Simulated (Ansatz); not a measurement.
Here is the system:

SiC:
```
CELL_PARAMETERS angstrom
      3.05634     0.00000     0.00000
     -1.52817     2.64687     0.00000
      0.00000     0.00000     5.01605
ATOMIC_POSITIONS crystal
  Si 0.33333 0.66667 0.49960
  Si 0.66667 0.33333 0.99960
  C  0.33333 0.66667 0.87540
  C  0.66667 0.33333 0.37540
```

This is the LDA-relaxed structure. x, y and z are the axes in which the lattice vectors are written.

Question: All from the program Ansatz at the LDA level (PAW), unless another level is named. Predict the Debye temperature from the elastic constants.

Answer: 1150 K.

Question: Predict the piezoelectric stress constants (proper, relaxed ions, C/m²).

Answer: e15 = e24 = -0.10, e31 = e32 = -0.23, e33 = 0.51.

Question: Give the zero-point energy.

Answer: 111.1 meV/atom.

Space group P6_3mc (wurtzite). The LDA relaxation kept the symmetry of its start. Signs of piezoelectric constants follow the polarity of the cell as given.

Potentials: the earlier of the program's two PAW sets. The files were generated under PBE; for other functionals the program regenerates the frozen cores, and for LDA and PBEsol the local potential too.
